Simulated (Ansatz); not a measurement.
## Si with Nb replacing Si: do the settings matter for the field gradients?

This input was run with Ansatz:

```yaml
crystal:
  lattice:
    - [0.0, 8.14068, 8.14068]
    - [8.14068, 0.0, 8.14068]
    - [8.14068, 8.14068, 0.0]
  atoms:
    - { symbol: Nb, position: [0.25, 0.25, 0.25] }
    - { symbol: Si, position: [0.25, 0.25, 0.5833333333] }
    - { symbol: Si, position: [0.25, 0.25, 0.9166666667] }
    - { symbol: Si, position: [0.25, 0.5833333333, 0.25] }
    - { symbol: Si, position: [0.25, 0.5833333333, 0.5833333333] }
    - { symbol: Si, position: [0.25, 0.5833333333, 0.9166666667] }
    - { symbol: Si, position: [0.25, 0.9166666667, 0.25] }
    - { symbol: Si, position: [0.25, 0.9166666667, 0.5833333333] }
    - { symbol: Si, position: [0.25, 0.9166666667, 0.9166666667] }
    - { symbol: Si, position: [0.5833333333, 0.25, 0.25] }
    - { symbol: Si, position: [0.5833333333, 0.25, 0.5833333333] }
    - { symbol: Si, position: [0.5833333333, 0.25, 0.9166666667] }
    - { symbol: Si, position: [0.5833333333, 0.5833333333, 0.25] }
    - { symbol: Si, position: [0.5833333333, 0.5833333333, 0.5833333333] }
    - { symbol: Si, position: [0.5833333333, 0.5833333333, 0.9166666667] }
    - { symbol: Si, position: [0.5833333333, 0.9166666667, 0.25] }
    - { symbol: Si, position: [0.5833333333, 0.9166666667, 0.5833333333] }
    - { symbol: Si, position: [0.5833333333, 0.9166666667, 0.9166666667] }
    - { symbol: Si, position: [0.9166666667, 0.25, 0.25] }
    - { symbol: Si, position: [0.9166666667, 0.25, 0.5833333333] }
    - { symbol: Si, position: [0.9166666667, 0.25, 0.9166666667] }
    - { symbol: Si, position: [0.9166666667, 0.5833333333, 0.25] }
    - { symbol: Si, position: [0.9166666667, 0.5833333333, 0.5833333333] }
    - { symbol: Si, position: [0.9166666667, 0.5833333333, 0.9166666667] }
    - { symbol: Si, position: [0.9166666667, 0.9166666667, 0.25] }
    - { symbol: Si, position: [0.9166666667, 0.9166666667, 0.5833333333] }
    - { symbol: Si, position: [0.9166666667, 0.9166666667, 0.9166666667] }
    - { symbol: Si, position: [0.1666666667, 0.1666666667, 0.1666666667] }
    - { symbol: Si, position: [0.1666666667, 0.1666666667, 0.5] }
    - { symbol: Si, position: [0.1666666667, 0.1666666667, 0.8333333333] }
    - { symbol: Si, position: [0.1666666667, 0.5, 0.1666666667] }
    - { symbol: Si, position: [0.1666666667, 0.5, 0.5] }
    - { symbol: Si, position: [0.1666666667, 0.5, 0.8333333333] }
    - { symbol: Si, position: [0.1666666667, 0.8333333333, 0.1666666667] }
    - { symbol: Si, position: [0.1666666667, 0.8333333333, 0.5] }
    - { symbol: Si, position: [0.1666666667, 0.8333333333, 0.8333333333] }
    - { symbol: Si, position: [0.5, 0.1666666667, 0.1666666667] }
    - { symbol: Si, position: [0.5, 0.1666666667, 0.5] }
    - { symbol: Si, position: [0.5, 0.1666666667, 0.8333333333] }
    - { symbol: Si, position: [0.5, 0.5, 0.1666666667] }
    - { symbol: Si, position: [0.5, 0.5, 0.5] }
    - { symbol: Si, position: [0.5, 0.5, 0.8333333333] }
    - { symbol: Si, position: [0.5, 0.8333333333, 0.1666666667] }
    - { symbol: Si, position: [0.5, 0.8333333333, 0.5] }
    - { symbol: Si, position: [0.5, 0.8333333333, 0.8333333333] }
    - { symbol: Si, position: [0.8333333333, 0.1666666667, 0.1666666667] }
    - { symbol: Si, position: [0.8333333333, 0.1666666667, 0.5] }
    - { symbol: Si, position: [0.8333333333, 0.1666666667, 0.8333333333] }
    - { symbol: Si, position: [0.8333333333, 0.5, 0.1666666667] }
    - { symbol: Si, position: [0.8333333333, 0.5, 0.5] }
    - { symbol: Si, position: [0.8333333333, 0.5, 0.8333333333] }
    - { symbol: Si, position: [0.8333333333, 0.8333333333, 0.1666666667] }
    - { symbol: Si, position: [0.8333333333, 0.8333333333, 0.5] }
    - { symbol: Si, position: [0.8333333333, 0.8333333333, 0.8333333333] }
total_charge: 2
kpoints:
  mp_grid: { grid: [2, 2, 2] }
scf:
  occupations: { method: fermi_dirac, width: 0.01 }
hamiltonian:
  xc: pbe
  pseudopotentials: { kind: paw }
output:
  forces: true
  stress: true
  populations: true
  efg: { quadrupole_moments_barn: { Nb: -0.32 }, contact_densities: true }
```

```sh
ansatz run input.yaml --threads 1 --pin off --max-ram 3072MiB --backend cpu --events-out ev --progress --plain --runs-dir out
```

It converged. Of its output the block on the nuclei alone is shown, without the SCF iterations, energies, forces and stress (one atom of each set):

```
--- PAW observables at the nuclei: V_zz in 10²¹ V/m², potentials from the cell's mean, atoms counted from 1 ---
  atom   1  Nb V_zz =    +0.000000   η = 0.0000   by run symmetry: forbidden   C_q = -0.0000 MHz
            electrostatic potential = -6132.334631 V   contact ρ = 540934.696494 e/Å³
  atom   2  Si V_zz =    +1.506582   η = 0.1654   by run symmetry: allowed
            electrostatic potential = -1358.527839 V   contact ρ = 12811.011956 e/Å³
  atom   5  Si V_zz =    -0.092338   η = 0.0000   by run symmetry: allowed
            electrostatic potential = -1358.679689 V   contact ρ = 12810.552409 e/Å³
  atom   9  Si V_zz =    +0.008512   η = 0.0000   by run symmetry: allowed
            electrostatic potential = -1358.696603 V   contact ρ = 12810.612253 e/Å³
  atom  15  Si V_zz =    +0.028438   η = 0.7475   by run symmetry: allowed
            electrostatic potential = -1358.701563 V   contact ρ = 12810.638642 e/Å³
  atom  28  Si V_zz =    -3.697241   η = 0.0000   by run symmetry: allowed
            electrostatic potential = -1359.329779 V   contact ρ = 12811.818650 e/Å³
  atom  30  Si V_zz =    +0.840166   η = 0.0583   by run symmetry: allowed
            electrostatic potential = -1358.611977 V   contact ρ = 12810.839526 e/Å³
  atom  32  Si V_zz =    +0.113192   η = 0.4655   by run symmetry: allowed
            electrostatic potential = -1358.682840 V   contact ρ = 12810.651685 e/Å³
  atom  41  Si V_zz =    +0.000000   η = 0.0000   by run symmetry: forbidden
            electrostatic potential = -1358.700623 V   contact ρ = 12810.654864 e/Å³
  atom  45  Si V_zz =    -0.030672   η = 0.0000   by run symmetry: allowed
            electrostatic potential = -1358.708447 V   contact ρ = 12810.634001 e/Å³
```

Task: Can these gradients be trusted, and how do they compare with a run on standard settings?

Result: Only as results of these settings. Against the standard input the change is `total_charge`: 1 → 2. A site carries the number of its first atom; V_zz in 10²¹ V/m².

| site | V_zz standard | η standard | V_zz here | η here |
| --- | --- | --- | --- | --- |
| Nb | 0.00 | – | 0.00 | – |
| Si2 | 1.33 | 0.09 | 1.51 | 0.17 |
| Si5 | -0.079 | 0.00 | -0.092 | 0.00 |
| Si9 | -0.034 | 0.00 | 0.009 | 0.00 |
| Si15 | -0.017 | 0.63 | 0.028 | 0.75 |
| Si28 | -3.84 | 0.00 | -3.70 | 0.00 |
| Si30 | 0.78 | 0.12 | 0.84 | 0.06 |
| Si32 | 0.11 | 0.37 | 0.11 | 0.47 |
| Si45 | -0.011 | 0.00 | -0.031 | 0.00 |

The largest change of V_zz along a kept axis is on Si2, from 1.33 to 1.51. In per cent, |V_zz| changes by -4 on Si (all sites that start above 2). On Si15 the largest principal value lies along another axis in the second run, so the two V_zz can't be compared directly. Other sites without a gradient aren't listed. The changed cell holds a charge of +2 on a uniform background, so it isn't the same centre. It has an odd number of electrons and no spin polarisation, so the extra carrier is shared by both spins and spread out, where a real one carries spin and can localise. SCF iterations: 8 and 7.

On the reference run: The run isn't spin-polarised, and a state with spin may lie lower. The defect repeats with the cell of 54 atoms, so it feels its images: sites between two images don't show the values beside a lone defect, and zeros or small values of η there can come from the images' arrangement. A uniform background compensates the cell's charge. The defect cell has no gap above 0.1 eV on its mesh, so the values can hang on the smearing and the k-mesh. Without spin–orbit coupling (the program notes it for Nb) the gradients can shift somewhat, as the gap is small. The neighbours have not yet relaxed around the defect (largest force 2.2 eV/Å), so a real crystal will differ.
